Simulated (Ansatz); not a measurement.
## Cu₃Pd, one cell by several methods

```
Cu Pd
1.0
     3.69700    0.00000    0.00000
     0.00000    3.69700    0.00000
     0.00000    0.00000    3.65900
Cu Pd
3 1
Direct
  0.00000 0.50000 0.50000
  0.50000 0.00000 0.50000
  0.50000 0.50000 0.00000
  0.00000 0.00000 0.00000
```

Atoms are numbered in the order listed.

The cell comes from COD entry 1525112, which wasn't checked; take it as a given geometry.

Spin polarisation is left out, and whether a magnetic state lies lower isn't shown here.

Methods: DFT, PBEsol, PAW with Ansatz's default frozen-core files, scalar-relativistic (Ansatz 0.2.0); DFT, PBEsol, all-electron PAW with datasets made for the crystal, scalar-relativistic (Ansatz 0.2.0); DFT, PBEsol, all-electron LAPW, scalar-relativistic (Ansatz 0.2.0).

For PAW: a Γ-centred 11×11×11 k mesh, Fermi–Dirac smearing of 0.05 eV, cutoff 420 eV, no spin polarisation; the PAW files were made with PBE, and the program remakes their frozen cores for this functional. The crystal-made all-electron datasets (AE datasets) take a cutoff of 300 eV at this cell. LAPW targets a basis error of 1 meV/atom. The Ansatz runs share mesh, smearing and spin set-up. Plane-wave (PAW) pressures include the program's estimate of the Pulay term.

Stress and pressure are positive in compression.

Spin–orbit coupling is left out, which moves gradients at and beside heavy atoms by some per cent and at worst by a factor of two.

In a metal, gradients converge slowly with the k mesh: the values move by tens of per cent from one mesh to another, at times in sign, so only the comparison on one mesh counts.

Levels count from the Fermi level.

```csv
quantity,PAW,AE datasets,LAPW
pressure (GPa),-4.01,-4.02,-4.02
stress xx (GPa),-4.21,-4.22,-4.22
stress zz (GPa),-3.61,-3.62,-3.62
highest filled level at A (eV),-0.183,-0.183,-0.183
highest filled level at R (eV),-1.552,-1.551,-1.552
lowest empty level at R (eV),0.073,0.072,0.072
highest filled level at X (eV),-0.381,-0.382,-0.382
lowest empty level at X (eV),6.890,6.889,6.889
field gradient Vzz at Cu1 (10²¹ V/m²),2.54,2.58,–
field gradient Vzz at Cu3 (10²¹ V/m²),2.47,2.52,–
```

PAW's pressure differs from the LAPW value by about 0.01 GPa or less.
